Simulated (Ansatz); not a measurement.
Level of theory: DFT r2SCAN, scalar-relativistic, plane waves, PAW (Ansatz).

Structure of TiO$_{2}$:

```yaml
crystal:
  lattice:
    - [2.67116, -2.67125, -0.02017]
    - [2.67116, 2.67125, -0.02017]
    - [-2.63534, 0.00000, 4.81205]
  atoms:
    - { symbol: Ti, position: [0.12497, 0.87503, 0.25000] }
    - { symbol: Ti, position: [0.87503, 0.12497, 0.75000] }
    - { symbol: O, position: [0.33228, 0.08225, 0.66454] }
    - { symbol: O, position: [0.66772, 0.91775, 0.33546] }
    - { symbol: O, position: [0.91775, 0.66772, 0.83546] }
    - { symbol: O, position: [0.08225, 0.33228, 0.16454] }
```

Cutoff 500 eV; k points 8×8×6 on the computed 6-atom cell (Γ-centred); Gaussian smearing, width 0.02 eV; no spin polarisation.

Levels along Γ–X–P–N–Γ–M–S | S0–Γ | X–R | G–M, in eV from a zero inside the gap, sorted by energy at each point. Points in fractions of the primitive reciprocal vectors: Γ (0.000 0.000 0.000), X (0.500 0.500 -0.500), P (0.500 0.500 -0.250), N (0.500 0.000 0.000), M (0.000 0.000 0.500), S (0.422 0.000 0.289), S0 (0.578 0.000 -0.289), R (0.578 0.422 -0.500), G (0.422 0.422 0.078).
```csv
point,"k (1/Å, with 2π)",band 21,band 22,band 23,band 24,band 25,band 26,band 27
Γ,0.000,-2.04,-2.04,-1.72,-1.72,1.28,2.00,3.20
-,0.168,-2.15,-2.05,-1.97,-1.65,1.51,2.04,2.93
-,0.336,-2.47,-2.42,-1.97,-1.53,2.02,2.09,2.51
-,0.504,-2.97,-2.37,-1.86,-1.49,2.10,2.28,2.57
-,0.672,-3.19,-2.08,-1.96,-1.44,2.13,2.31,2.67
-,0.840,-3.43,-2.34,-1.75,-1.31,2.21,2.52,2.63
-,1.008,-3.70,-2.82,-1.47,-1.24,2.34,2.57,2.77
X,1.176,-3.32,-3.32,-1.29,-1.29,2.47,2.47,2.94
-,1.223,-3.29,-3.29,-1.30,-1.30,2.47,2.47,2.93
-,1.270,-3.21,-3.21,-1.33,-1.33,2.49,2.49,2.91
-,1.317,-3.12,-3.12,-1.36,-1.36,2.52,2.52,2.89
-,1.363,-3.02,-3.02,-1.40,-1.40,2.56,2.56,2.85
-,1.410,-2.94,-2.94,-1.44,-1.44,2.60,2.60,2.81
-,1.457,-2.89,-2.89,-1.47,-1.47,2.65,2.65,2.76
P,1.504,-2.87,-2.87,-1.48,-1.48,2.69,2.69,2.73
-,1.623,-3.02,-2.65,-1.56,-1.45,2.60,2.66,2.74
-,1.742,-3.12,-2.40,-1.69,-1.46,2.46,2.56,2.77
-,1.860,-3.18,-2.22,-1.82,-1.53,2.33,2.45,2.79
-,1.979,-3.11,-2.30,-1.84,-1.67,2.28,2.37,2.80
-,2.098,-2.63,-2.58,-1.87,-1.85,2.35,2.36,2.80
-,2.217,-2.92,-2.25,-2.09,-1.89,2.38,2.54,2.79
N,2.336,-3.21,-2.21,-2.11,-1.92,2.40,2.69,2.74
-,2.463,-3.14,-2.19,-2.10,-1.91,2.37,2.65,2.75
-,2.591,-2.96,-2.14,-2.09,-1.88,2.29,2.56,2.74
-,2.719,-2.71,-2.09,-2.06,-1.81,2.18,2.48,2.54
-,2.846,-2.43,-2.06,-2.02,-1.74,2.03,2.23,2.51
-,2.974,-2.17,-2.05,-1.95,-1.71,1.70,2.08,2.71
-,3.102,-2.06,-2.06,-1.80,-1.71,1.40,2.02,3.01
Γ,3.229,-2.04,-2.04,-1.72,-1.72,1.28,2.00,3.20
-,3.323,-2.08,-2.08,-1.68,-1.68,1.29,1.99,3.13
-,3.417,-2.18,-2.18,-1.60,-1.60,1.32,1.96,3.08
-,3.510,-2.29,-2.29,-1.52,-1.52,1.36,1.92,3.03
-,3.604,-2.39,-2.39,-1.45,-1.45,1.41,1.86,2.99
-,3.698,-2.47,-2.47,-1.41,-1.41,1.48,1.79,2.96
-,3.791,-2.52,-2.52,-1.38,-1.38,1.55,1.71,2.95
M,3.885,-2.54,-2.54,-1.37,-1.37,1.63,1.63,2.94
-,3.985,-2.54,-2.52,-1.43,-1.42,1.65,1.71,2.88
-,4.086,-2.57,-2.28,-1.59,-1.55,1.72,1.91,2.77
-,4.186,-2.60,-2.05,-1.77,-1.72,1.83,2.20,2.65
-,4.286,-2.58,-1.92,-1.92,-1.87,1.96,2.49,2.52
-,4.387,-2.56,-2.03,-1.98,-1.92,2.11,2.52,2.67
-,4.487,-2.52,-2.11,-2.04,-2.03,2.25,2.61,2.69
S,4.587,-2.47,-2.21,-2.15,-2.08,2.39,2.65,2.71
S0,4.587,-2.47,-2.21,-2.15,-2.08,2.39,2.65,2.71
-,4.725,-2.46,-2.40,-2.15,-2.11,2.56,2.56,2.72
-,4.862,-2.68,-2.32,-2.11,-2.06,2.45,2.64,2.66
-,4.999,-2.81,-2.23,-2.10,-1.90,2.33,2.52,2.60
-,5.136,-2.52,-2.15,-2.08,-1.75,2.22,2.26,2.47
-,5.274,-2.16,-2.08,-2.06,-1.69,1.82,2.11,2.63
-,5.411,-2.06,-2.04,-1.85,-1.71,1.44,2.03,2.97
Γ,5.548,-2.04,-2.04,-1.72,-1.72,1.28,2.00,3.20
X,5.548,-3.32,-3.32,-1.29,-1.29,2.47,2.47,2.94
-,5.574,-3.31,-3.31,-1.29,-1.29,2.47,2.47,2.93
-,5.600,-3.30,-3.30,-1.30,-1.30,2.47,2.47,2.93
-,5.627,-3.29,-3.29,-1.30,-1.30,2.46,2.46,2.92
-,5.653,-3.26,-3.26,-1.31,-1.31,2.46,2.46,2.92
-,5.679,-3.23,-3.23,-1.31,-1.31,2.45,2.45,2.91
-,5.705,-3.20,-3.20,-1.32,-1.32,2.45,2.45,2.90
R,5.731,-3.16,-3.16,-1.33,-1.33,2.44,2.44,2.88
G,5.731,-3.16,-3.16,-1.33,-1.33,2.44,2.44,2.88
-,5.873,-2.92,-2.92,-1.41,-1.41,2.38,2.38,2.79
-,6.015,-2.68,-2.68,-1.53,-1.53,2.31,2.31,2.70
-,6.157,-2.45,-2.45,-1.69,-1.69,2.24,2.24,2.67
-,6.298,-2.23,-2.23,-1.85,-1.85,2.15,2.15,2.68
-,6.440,-2.28,-2.28,-1.74,-1.74,1.95,1.95,2.75
-,6.582,-2.51,-2.51,-1.48,-1.48,1.73,1.73,2.88
M,6.724,-2.54,-2.54,-1.37,-1.37,1.63,1.63,2.94
```